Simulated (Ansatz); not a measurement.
An Ansatz (a program for electronic structure) run. Input:

Ansatz 0.2 input:
```yaml
crystal:
  lattice:
    - [4.4695132781, 0.0, 0.0]
    - [-2.234756639, 3.8707120414, 0.0]
    - [0.0, 0.0, 6.7845259796]
  atoms:
    - { symbol: Pb, position: [0.0, 0.0, 0.0] }
    - { symbol: I, position: [0.3333333333, 0.6666666667, 0.2745406908] }
    - { symbol: I, position: [0.6666666667, 0.3333333333, 0.7254593092] }
kpoints:
  mp_grid: { grid: [7, 7, 4] }
hamiltonian:
  xc: lda
  pseudopotentials: { kind: paw }
scf:
  occupations: { method: fixed }
elastic: { mode: relaxed_ion, stencil: two_point, amplitude: 0.005, f_tol: 0.0005 }
```

Output (shortened):

```
Pseudopotentials: kind: paw
Pseudopotential: Pb, paw, valence charge 14
Pseudopotential: I, paw, valence charge 17
Functional definition: SPW92
Crystal: 3 atoms, lattice volume = 117.374 Å³
Basis set: ecut = 420 eV, 2297 PW (Γ)
Bands: 29, of which v1, the nominal top of the filled ones, is band 24 counted from 1 (23 counted from 0)
Symmetry: 12 space group operations
Space group: P-3m1 (ITA 164), of the structure as read, at distance tolerance 4.9e-5 Å
k-points: 28 of 196
PAW frozen core: Pb, regenerated for the run's functional, and the local potential with it
PAW frozen core: I, regenerated for the run's functional, and the local potential with it
Initial wavefunctions: pseudopotential atomic-orbital guess
Eigensolver: davidson
Functional: x = slater, c = lda
all-band conjugate gradients solve this SCF's bands
SCF 1 converged in 12 iterations: F = -26315.831065 eV  dr2 = 1.16e-14
Crystal: 3 atoms, lattice volume = 116.787 Å³
Basis set: ecut = 420 eV, 2273 PW (Γ)
Symmetry: 4 space group operations
k-points: 60 of 196
Initial density: handed on by an earlier stage of this run
Initial wavefunctions: pseudopotential atomic-orbital guess (no wavefunctions were taken with the density)
SCF 2 converged in 11 iterations: F = -26315.830582 eV  dr2 = 1.70e-14
relax step   1: F+E_penalty+E_count = -26315.83058241 eV  Δ(F+E_penalty+E_count) = +0.000e0 eV  max|allowed force component| = 2.302e-2 eV/Å  Δτ_max = 0.0000 Å  (11 SCF iters, accepted)
density extrapolation: transplant  |δρ|_rms = 1.024e-2 e/Å³  SAD shift = 2.001e-2 e/Å³
Crystal: 3 atoms, lattice volume = 116.787 Å³
Initial wavefunctions: those handed on with the density
SCF 3 converged in 9 iterations: F = -26315.830760 eV  dr2 = 2.57e-14
relax step   2: F+E_penalty+E_count = -26315.83075989 eV  Δ(F+E_penalty+E_count) = -1.775e-4 eV  max|allowed force component| = 4.044e-3 eV/Å  Δτ_max = 0.0075 Å  (9 SCF iters, accepted)
density extrapolation: transplant  |δρ|_rms = 1.024e-2 e/Å³  SAD shift = 2.377e-3 e/Å³
Crystal: 3 atoms, lattice volume = 116.787 Å³
SCF 4 converged in 8 iterations: F = -26315.830764 eV  dr2 = 5.40e-15
relax step   3: F+E_penalty+E_count = -26315.83076356 eV  Δ(F+E_penalty+E_count) = -3.670e-6 eV  max|allowed force component| = 8.947e-5 eV/Å  Δτ_max = 0.0009 Å  (8 SCF iters, accepted)
Crystal: 3 atoms, lattice volume = 116.787 Å³
SCF 5 converged in 2 iterations: F = -26315.830764 eV  dr2 = 2.05e-15
Crystal: 3 atoms, lattice volume = 117.961 Å³
Basis set: ecut = 420 eV, 2313 PW (Γ)
SCF 6 converged in 11 iterations: F = -26315.830613 eV  dr2 = 2.32e-14
relax step   1: F+E_penalty+E_count = -26315.83061339 eV  Δ(F+E_penalty+E_count) = +0.000e0 eV  max|allowed force component| = 2.229e-2 eV/Å  Δτ_max = 0.0000 Å  (11 SCF iters, accepted)
density extrapolation: transplant  |δρ|_rms = 1.021e-2 e/Å³  SAD shift = 1.692e-2 e/Å³
Crystal: 3 atoms, lattice volume = 117.961 Å³
SCF 7 converged in 9 iterations: F = -26315.830789 eV  dr2 = 1.87e-14
relax step   2: F+E_penalty+E_count = -26315.83078946 eV  Δ(F+E_penalty+E_count) = -1.761e-4 eV  max|allowed force component| = 1.607e-3 eV/Å  Δτ_max = 0.0064 Å  (9 SCF iters, accepted)
density extrapolation: transplant  |δρ|_rms = 1.020e-2 e/Å³  SAD shift = 1.516e-3 e/Å³
Crystal: 3 atoms, lattice volume = 117.961 Å³
SCF 8 converged in 7 iterations: F = -26315.830791 eV  dr2 = 2.70e-14
relax step   3: F+E_penalty+E_count = -26315.83079053 eV  Δ(F+E_penalty+E_count) = -1.069e-6 eV  max|allowed force component| = 3.344e-5 eV/Å  Δτ_max = 0.0006 Å  (7 SCF iters, accepted)
Crystal: 3 atoms, lattice volume = 117.961 Å³
SCF 9 converged in 2 iterations: F = -26315.830791 eV  dr2 = 8.45e-15
Crystal: 3 atoms, lattice volume = 116.787 Å³
Basis set: ecut = 420 eV, 2261 PW (Γ)
SCF 10 converged in 11 iterations: F = -26315.830635 eV  dr2 = 4.42e-14
relax step   1: F+E_penalty+E_count = -26315.83063502 eV  Δ(F+E_penalty+E_count) = +0.000e0 eV  max|allowed force component| = 2.945e-2 eV/Å  Δτ_max = 0.0000 Å  (11 SCF iters, accepted)
density extrapolation: transplant  |δρ|_rms = 1.023e-2 e/Å³  SAD shift = 2.054e-2 e/Å³
Crystal: 3 atoms, lattice volume = 116.787 Å³
SCF 11 converged in 9 iterations: F = -26315.830824 eV  dr2 = 3.58e-14
relax step   2: F+E_penalty+E_count = -26315.83082363 eV  Δ(F+E_penalty+E_count) = -1.886e-4 eV  max|allowed force component| = 4.908e-3 eV/Å  Δτ_max = 0.0077 Å  (9 SCF iters, accepted)
density extrapolation: transplant  |δρ|_rms = 1.024e-2 e/Å³  SAD shift = 2.935e-3 e/Å³
Crystal: 3 atoms, lattice volume = 116.787 Å³
SCF 12 converged in 8 iterations: F = -26315.830829 eV  dr2 = 8.53e-15
relax step   3: F+E_penalty+E_count = -26315.83082903 eV  Δ(F+E_penalty+E_count) = -5.394e-6 eV  max|allowed force component| = 3.409e-6 eV/Å  Δτ_max = 0.0011 Å  (8 SCF iters, accepted)
Crystal: 3 atoms, lattice volume = 116.787 Å³
SCF 13 converged in 2 iterations: F = -26315.830829 eV  dr2 = 3.29e-15
Crystal: 3 atoms, lattice volume = 117.961 Å³
SCF 14 converged in 11 iterations: F = -26315.830665 eV  dr2 = 2.43e-14
relax step   1: F+E_penalty+E_count = -26315.83066514 eV  Δ(F+E_penalty+E_count) = +0.000e0 eV  max|allowed force component| = 2.939e-2 eV/Å  Δτ_max = 0.0000 Å  (11 SCF iters, accepted)
density extrapolation: transplant  |δρ|_rms = 1.021e-2 e/Å³  SAD shift = 1.750e-2 e/Å³
Crystal: 3 atoms, lattice volume = 117.961 Å³
SCF 15 converged in 9 iterations: F = -26315.830865 eV  dr2 = 2.59e-14
relax step   2: F+E_penalty+E_count = -26315.83086450 eV  Δ(F+E_penalty+E_count) = -1.994e-4 eV  max|allowed force component| = 8.833e-4 eV/Å  Δτ_max = 0.0066 Å  (9 SCF iters, accepted)
density extrapolation: transplant  |δρ|_rms = 1.020e-2 e/Å³  SAD shift = 5.421e-4 e/Å³
Crystal: 3 atoms, lattice volume = 117.961 Å³
SCF 16 converged in 7 iterations: F = -26315.830865 eV  dr2 = 8.47e-15
relax step   3: F+E_penalty+E_count = -26315.83086468 eV  Δ(F+E_penalty+E_count) = -1.799e-7 eV  max|allowed force component| = 8.694e-7 eV/Å  Δτ_max = 0.0002 Å  (7 SCF iters, accepted)
Crystal: 3 atoms, lattice volume = 117.961 Å³
SCF 17 converged in 2 iterations: F = -26315.830865 eV  dr2 = 2.33e-15
Crystal: 3 atoms, lattice volume = 117.373 Å³
Basis set: ecut = 420 eV, 2289 PW (Γ)
SCF 18 converged in 11 iterations: F = -26315.830792 eV  dr2 = 3.82e-14
relax step   1: F+E_penalty+E_count = -26315.83079227 eV  Δ(F+E_penalty+E_count) = +0.000e0 eV  max|allowed force component| = 2.412e-2 eV/Å  Δτ_max = 0.0000 Å  (11 SCF iters, accepted)
density extrapolation: transplant  |δρ|_rms = 1.022e-2 e/Å³  SAD shift = 2.032e-2 e/Å³
Crystal: 3 atoms, lattice volume = 117.373 Å³
SCF 19 converged in 9 iterations: F = -26315.830979 eV  dr2 = 2.13e-15
relax step   2: F+E_penalty+E_count = -26315.83097914 eV  Δ(F+E_penalty+E_count) = -1.869e-4 eV  max|allowed force component| = 4.365e-4 eV/Å  Δτ_max = 0.0076 Å  (9 SCF iters, accepted)
Crystal: 3 atoms, lattice volume = 117.373 Å³
SCF 20 converged in 2 iterations: F = -26315.830979 eV  dr2 = 6.50e-16
Crystal: 3 atoms, lattice volume = 117.373 Å³
SCF 21 converged in 11 iterations: F = -26315.830795 eV  dr2 = 4.10e-14
relax step   1: F+E_penalty+E_count = -26315.83079516 eV  Δ(F+E_penalty+E_count) = +0.000e0 eV  max|allowed force component| = 2.371e-2 eV/Å  Δτ_max = 0.0000 Å  (11 SCF iters, accepted)
density extrapolation: transplant  |δρ|_rms = 1.022e-2 e/Å³  SAD shift = 2.037e-2 e/Å³
Crystal: 3 atoms, lattice volume = 117.373 Å³
SCF 22 converged in 9 iterations: F = -26315.830981 eV  dr2 = 1.54e-15
relax step   2: F+E_penalty+E_count = -26315.83098114 eV  Δ(F+E_penalty+E_count) = -1.860e-4 eV  max|allowed force component| = 1.028e-3 eV/Å  Δτ_max = 0.0076 Å  (9 SCF iters, accepted)
density extrapolation: transplant  |δρ|_rms = 1.022e-2 e/Å³  SAD shift = 9.223e-4 e/Å³
Crystal: 3 atoms, lattice volume = 117.373 Å³
SCF 23 converged in 7 iterations: F = -26315.830982 eV  dr2 = 1.98e-14
relax step   3: F+E_penalty+E_count = -26315.83098150 eV  Δ(F+E_penalty+E_count) = -3.575e-7 eV  max|allowed force component| = 1.814e-4 eV/Å  Δτ_max = 0.0003 Å  (7 SCF iters, accepted)
Crystal: 3 atoms, lattice volume = 117.373 Å³
SCF 24 converged in 2 iterations: F = -26315.830982 eV  dr2 = 5.92e-15
SCF converged after 12 iterations
Free energy (F): -26315.831065 eV
Harris-Foulkes:  -26315.831065 eV  (|F-HF|=3.64e-12)
Internal energy: -26315.831065 eV  (E = F + TS)
E sigma→0 (E₀):  -26315.831065 eV
Fermi energy:    5.845706 eV
--- Per-component energies (eV) ---
  E_band       = -848.845940
  E_kinetic    = 667.690388
  E_local      = -5265.884892  (includes V_loc(G=0)·N_el)
  E_nonlocal   = 181.978099
  E_hartree    = 2564.537996
  E_xc         = -474.670066
  E_vxc        = -391.817243  (∫ρ·V_xc dr)
  E_paw        = -19418.923131  (= ΣΔE_a)
  E_vpaw       = -1169.888421  (= ΣTr[D̂ρ^β])
  E_aug_tail   = 0.000139  (compensation charges beyond the density's cutoff)
  E_ewald      = -4572.044315
  E_core_change = 1.484716  (= ΣΔE_core)
  E_smearing   =  0.000000  (= −TS)
  E_closure    =  0.000000  (closes the sum)
  Σ components = -26315.831065   (vs F -26315.831065, Δ=0.00e0)
--- Forces (eV/Å), atoms counted from 1 ---
  atom   1  Pb     0.00000000     0.00000000     0.00000000
  atom   2  I      0.00000000     0.00000000     0.00001487
  atom   3  I      0.00000000     0.00000000    -0.00001487
  max |Σ_I F_I| component: 2.31e-18 eV/Å
--- Stress (GPa, compression-positive) ---
        0.000782       0.000000       0.000000
        0.000000       0.000782       0.000000
        0.000000       0.000000       0.000265
  P = ⅓ Tr σ = 0.0006 GPa (0.006 kbar)
  The stress holds the Pulay correction. Without it, at fixed plane waves, as pw.x and ABINIT print it: P = -0.0261 GPa
  The stress includes an estimate of the error left by incomplete SCF convergence (largest component  0.0000 GPa; it does not cover the PAW one-centre terms).
--- Band table (eV; the first three rows and the last of 28) ---
  k-point 0: bands = ["-38.2782", "-38.2782", "-38.2779", "-38.2779", "-38.2773", "-38.2773", "-38.2712", "-38.2712", "-38.2711", "-38.2711", "-10.3626", "-10.3626", "-10.3360", "-10.3289", "-10.3289", "-6.8740", "-5.9893", "-1.4764", "4.3772", "4.6509", …
  k-point 1: bands = ["-38.2781", "-38.2781", "-38.2779", "-38.2779", "-38.2774", "-38.2774", "-38.2712", "-38.2712", "-38.2711", "-38.2711", "-10.3626", "-10.3626", "-10.3360", "-10.3289", "-10.3289", "-6.7813", "-6.1317", "-1.3293", "3.7930", "4.5082", …
  k-point 2: bands = ["-38.2781", "-38.2781", "-38.2779", "-38.2778", "-38.2774", "-38.2774", "-38.2712", "-38.2712", "-38.2711", "-38.2711", "-10.3626", "-10.3626", "-10.3359", "-10.3289", "-10.3289", "-6.6194", "-6.3410", "-1.1763", "3.4329", "4.4496", …
  k-point 27: bands = ["-38.2781", "-38.2781", "-38.2780", "-38.2775", "-38.2774", "-38.2774", "-38.2711", "-38.2710", "-38.2710", "-38.2709", "-10.3979", "-10.3764", "-10.3295", "-10.3241", "-10.3171", "-5.9603", "-5.9147", "-1.9747", "2.3489", "2.4531", …
  band table: 29 of 29 bands, residual norms ≤ 1.0e-3 eV
--- Elastic constants: 3 strain directions × 2 members + reference (group order 12) ---
  dense FFT box of the reference and of every strained cell: 32×32×48
  strains applied: 11, 33, 23; error gains …
  C = ∂σ_k/∂η_j (tension-positive GPa; Voigt order 11 22 33 23 13 12):
        30.693     10.413     11.787     -4.406      0.000      0.000
        10.413     30.693     11.787      4.406      0.000      0.000
        11.787     11.787     22.971      0.000      0.000      0.000
        -4.409      4.409      0.000      8.630      0.000      0.000
         0.000      0.000      0.000      0.000      8.630     -4.409
         0.000      0.000      0.000      0.000     -4.406     10.140
  reference stress σ⁰ (GPa):     -0.001     -0.001      0.000      0.000      0.000      0.000
  moduli (Voigt/Reuss/Hill, GPa): K = 16.93/16.70/16.81   G = 8.84/7.10/7.97   E = 20.65   ν = 0.295
  mechanically stable: yes (min eigenvalue of sym C = 4.91 GPa)
  strain η (Voigt 11):  stress-route row diagonal C_11 = 30.69 GPa, energy-path curvature d²(F+E_count+ΔE)/dδ²/Ω₀ = 30.67 GPa
         δ    σ_11 (GPa)             F (eV)   n_scf  n_hpsi   n_pw
    -5.000e-3      -0.1567      -26315.8307636       2   14514   2309   relax 3 steps, max|allowed force component| 8.95e-5 eV/Å
     5.000e-3       0.1503      -26315.8307905       2   14536   2329   relax 3 steps, max|allowed force component| 3.34e-5 eV/Å
  strain η (Voigt 33):  stress-route row diagonal C_33 = 22.97 GPa, energy-path curvature d²(F+E_count+ΔE)/dδ²/Ω₀ = 22.88 GPa
         δ    σ_33 (GPa)             F (eV)   n_scf  n_hpsi   n_pw
    -5.000e-3      -0.1194      -26315.8308290       2    6763   2309   relax 3 steps, max|allowed force component| 3.41e-6 eV/Å
     5.000e-3       0.1103      -26315.8308647       2    6762   2333   relax 3 steps, max|allowed force component| 8.69e-7 eV/Å
  strain η (Voigt 23):  stress-route row diagonal C_44 = 8.63 GPa, energy-path curvature d²(F+E_count+ΔE)/dδ²/Ω₀ = 8.60 GPa
         δ    σ_23 (GPa)             F (eV)   n_scf  n_hpsi   n_pw
    -5.000e-3      -0.0442      -26315.8309791       2   14511   2319   relax 2 steps, max|allowed force component| 4.36e-4 eV/Å
     5.000e-3       0.0421      -26315.8309815       2   14515   2319   relax 3 steps, max|allowed force component| 1.81e-4 eV/Å
```

Cost: about 4 core-minutes (a rough figure) on shared cores.

The cell was relaxed with LDA under the symmetry of its start; of distortions, only those at the zone centre were tested. A crystal of weakly bound layers computed without a dispersion correction: the cell and the soft elastic constants depend strongly on that. Scalar-relativistic: spin–orbit coupling is off unless named, which matters more the heavier the elements.

Potentials: the later of the program's two PAW sets.

Ansatz is a plane-wave DFT program.
